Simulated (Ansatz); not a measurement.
Input file for Ansatz (an electronic-structure program):

Ansatz 0.2 input:
```yaml
crystal:
  lattice:
    - [-1.7607185509, 1.7607185509, 1.7607185509]
    - [1.7607185509, -1.7607185509, 1.7607185509]
    - [1.7607185509, 1.7607185509, -1.7607185509]
  atoms:
    - { symbol: Zr, position: [0.0, 0.0, 0.0] }
kpoints:
  mp_grid: { grid: [12, 12, 12] }
  band_path:
    path:
      - [[0.0, 0.0, 0.0], [0.5, -0.5, 0.5], [0.0, 0.0, 0.5], [0.0, 0.0, 0.0], [0.25, 0.25, 0.25], [0.5, -0.5, 0.5]]  # Γ-H-N-Γ-P-H
      - [[0.25, 0.25, 0.25], [0.0, 0.0, 0.5]]  # P-N
    npoints: 12
basis: { xc_grid: 2 }
hamiltonian:
  xc: pbesol
  pseudopotentials: { azcp: { folder: ./paw }, kind: paw_fr }
magnetization: { noncollinear: true, spin_orbit: true }
scf:
  n_extra_bands: 12
  convergence: { dr2_threshold: 0.0000000001 }
  occupations: { method: gaussian, width: 0.05 }
output: { eigenvalues: true }
```

Output (shortened):

```
Pseudopotential: Zr, paw, valence charge 12
Functional definition: PBEsol
non-collinear run that drives no moment, with spin-orbit …
Crystal: 1 atoms, lattice volume = 21.834 Å³
Basis set: ecut = 420 eV, 429 PW (Γ), exchange–correlation on 48×48×48 points (8 copies of the dense FFT grid, shifted against one another)
Bands: 24, of which v1, the nominal top of the filled ones, is band 12 counted from 1 (11 counted from 0)
Symmetry: 48 space group operations + 48 with time reversal
k-points: 72 of 1728
Projection manifold: j_resolved (fully-relativistic pseudo-atomic orbitals)
SCF iter   1: F=—  HF=-4129.503948 eV  |F-HF|=—  |Δ(HF+E_count)|=         —  Δρ=2.40e-2  dr2=1.74e-1  dr2_m=0.00e0 (ungated)  ethr=3.10e-3  |M|=0.00e0 ∫|m|=0.00e0 μB  |m|>n=0.0e0 m-floor=0.0e0 τ_xc=0.0e0  β_m=0.30  ⟨swp⟩=6.0  Hψ=4318  notcnv=0  defer=74
preconditioner: auto → none
SCF iter   2: F=—  HF=-4129.446170 eV  |F-HF|=—  |Δ(HF+E_count)|=   5.78e-2  Δρ=1.20e-2  dr2=4.17e-2  dr2_m=0.00e0 (ungated)  ethr=1.45e-3  |M|=0.00e0 ∫|m|=0.00e0 μB  |m|>n=0.0e0 m-floor=0.0e0 τ_xc=0.0e0  β_m=0.44  ⟨swp⟩=2.0  Hψ=1390  notcnv=0  defer=382
SCF iter   3: F=—  HF=-4129.431448 eV  |F-HF|=—  |Δ(HF+E_count)|=   1.47e-2  Δρ=2.88e-3  dr2=7.37e-4  dr2_m=0.00e0 (ungated)  ethr=3.47e-4  |M|=0.00e0 ∫|m|=0.00e0 μB  |m|>n=0.0e0 m-floor=0.0e0 τ_xc=0.0e0  β_m=0.68  ⟨swp⟩=2.8  Hψ=1316  notcnv=0  defer=382
SCF iter   4: F=—  HF=-4129.431778 eV  |F-HF|=—  |Δ(HF+E_count)|=   3.30e-4  Δρ=8.50e-5  dr2=3.57e-7  dr2_m=0.00e0 (ungated)  ethr=6.14e-6  |M|=0.00e0 ∫|m|=0.00e0 μB  |m|>n=0.0e0 m-floor=0.0e0 τ_xc=0.0e0  β_m=0.70  ⟨swp⟩=2.1  Hψ=800  notcnv=0  defer=382
SCF iter   5: F=—  HF=-4129.431780 eV  |F-HF|=—  |Δ(HF+E_count)|=   1.73e-6  Δρ=2.99e-5  dr2=6.92e-8  dr2_m=0.00e0 (ungated)  ethr=2.97e-9  |M|=0.00e0 ∫|m|=0.00e0 μB  |m|>n=0.0e0 m-floor=0.0e0 τ_xc=0.0e0  β_m=0.85  ⟨swp⟩=2.1  Hψ=1112  notcnv=0  defer=382
SCF iter   6: F=—  HF=-4129.431780 eV  |F-HF|=—  |Δ(HF+E_count)|=   2.46e-8  Δρ=3.69e-6  dr2=3.18e-9  dr2_m=0.00e0 (ungated)  ethr=5.77e-10  |M|=0.00e0 ∫|m|=0.00e0 μB  |m|>n=0.0e0 m-floor=0.0e0 τ_xc=0.0e0  β_m=0.80  ⟨swp⟩=2.1  Hψ=853  notcnv=0  defer=382
SCF iter   7: F=-4129.431780 eV  HF=-4129.431780 eV  |F-HF|=4.27e-11  |Δ(HF+E_count)|=   1.33e-9  Δρ=6.40e-7  dr2=7.78e-11  dr2_m=0.00e0 (ungated)  ethr=1.00e-12  |M|=0.00e0 ∫|m|=0.00e0 μB  |m|>n=0.0e0 m-floor=0.0e0 τ_xc=0.0e0  ⟨swp⟩=6.5  Hψ=4147  notcnv=0
SCF 1 converged in 7 iterations: F = -4129.431780 eV  dr2 = 7.78e-11
NSCF: frozen V_eff on 74 k-points
SCF converged after 7 iterations
Magnetization: |M| = 0.0000 μB,  M = (+0.0000, +0.0000, +0.0000) μB
Absolute magnetization: 0.0000 μB (∫|m|)
  site 0: m = (+0.0000, +0.0000, +0.0000) μB, |m| = 0.0000 μB  (R = 1.26 Å)
Free energy (F): -4129.431780 eV
Harris-Foulkes:  -4129.431780 eV  (|F-HF|=4.27e-11)
Internal energy: -4129.430681 eV  (E = F + TS)
E sigma→0 (E₀):  -4129.431231 eV
Entropy (-TS):   -0.001099 eV (-1.099 meV/atom)
Fermi energy:    14.584282 eV
--- Per-component energies (eV) ---
  E_band       = -84.249432
  E_kinetic    = 317.429426
  E_local      = -575.760559  (includes V_loc(G=0)·N_el)
  E_nonlocal   = 77.312051
  E_hartree    = 187.570553
  E_xc         = -153.830576
  E_vxc        = -182.649353  (∫ρ·V_xc dr)
  E_paw        = -2910.862206  (= ΣΔE_a)
  E_vpaw       = -95.722288  (= ΣTr[D̂ρ^β])
  E_aug_tail   = -0.000025  (compensation charges beyond the density's cutoff)
  E_ewald      = -1071.455840
  E_core_change = 0.166494  (= ΣΔE_core)
  E_smearing   = -0.001099  (= −TS)
  E_closure    = 0.000000  (closes the sum)
  Σ components = -4129.431780   (vs F -4129.431780, Δ=0.00e0)
  [band-id]    e_kinetic+e_local+e_nonlocal+2·e_hartree+e_vxc+e_vpaw+e_augmentation_tail = -84.249642   (vs E_band -84.249432, Δ=-2.10e-4)
--- Band table (eV; the first three rows and the last of 72) ---
  k-point 0: bands = ["-33.6332", "-33.6332", "-12.3291", "-12.3291", "-10.4973", "-10.4973", "-10.4973", "-10.4973", "9.1414", "9.1414", "15.7303", "15.7303", "15.7303", "15.7303", "15.8137", "15.8137", "18.4263", "18.4263", "18.4263", "18.4263", "27.1738", …
  k-point 1: bands = ["-33.6201", "-33.6201", "-12.3631", "-12.3631", "-10.5639", "-10.5639", "-10.5101", "-10.5101", "9.3952", "9.3952", "15.5814", "15.5814", "15.6970", "15.6970", "16.0123", "16.0123", "18.1681", "18.1681", "18.4234", "18.4234", "27.3982", …
  k-point 2: bands = ["-33.5841", "-33.5841", "-12.4612", "-12.4612", "-10.7360", "-10.7360", "-10.5438", "-10.5438", "10.0858", "10.0858", "15.1615", "15.1615", "15.4163", "15.4163", "16.7357", "16.7357", "17.8577", "17.8577", "18.4480", "18.4480", …
  k-point 71: bands = ["-33.2937", "-33.2937", "-13.0599", "-13.0599", "-11.3522", "-11.3522", "-11.3522", "-11.3522", "11.8034", "11.8034", "11.8034", "11.8034", "20.6582", "20.6582", "20.6582", "20.6582", "20.7876", "20.7876", "22.1314", "22.1314", …
```

Cost: about 5 core-seconds (a rough figure) on shared cores.

Space group Im-3m (bcc (W type)). This is a known high-temperature phase of the composition, computed here at zero pressure and temperature. The PBEsol relaxation kept the symmetry of its start. At this level the phase is dynamically unstable (imaginary phonons). No spin polarisation was allowed.

Potentials: the earlier of the program's two PAW sets.

Ansatz is a plane-wave DFT program.
